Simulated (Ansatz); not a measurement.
Given:

ScF3:
```
CELL_PARAMETERS angstrom
      3.97267     0.00000     0.00000
      0.00000     3.97267     0.00000
      0.00000     0.00000     3.97267
ATOMIC_POSITIONS crystal
  Sc 0.00000 0.00000 0.00000
  F  0.00000 0.00000 0.50000
  F  0.50000 0.00000 0.00000
  F  0.00000 0.50000 0.00000
```

This is the LDA-relaxed structure.

**Question.** All from DFT-LDA in the program Ansatz with PAW potentials, unless another level is named. Give the bulk modulus (Birch–Murnaghan fit).

**Answer.** 106 GPa.

**Question.** Next, the highest zone-centre frequency (without LO–TO term)?

**Answer.** 487 cm⁻¹.

Space group Pm-3m (ReO3 type). The workflow started from a Materials Project entry (that database holds measured and hypothetical structures alike); the Crystallography Open Database files this formula in space group No. 221, but the cells were not matched. Whether it is the stable phase at ambient conditions was not checked. The LDA relaxation kept the symmetry of its start; phonons show weakly imaginary modes. The run is not spin-polarised.

Potentials: the earlier of the program's two PAW sets. The files were generated under PBE; for other functionals the program regenerates the frozen cores, and for LDA and PBEsol the local potential too.
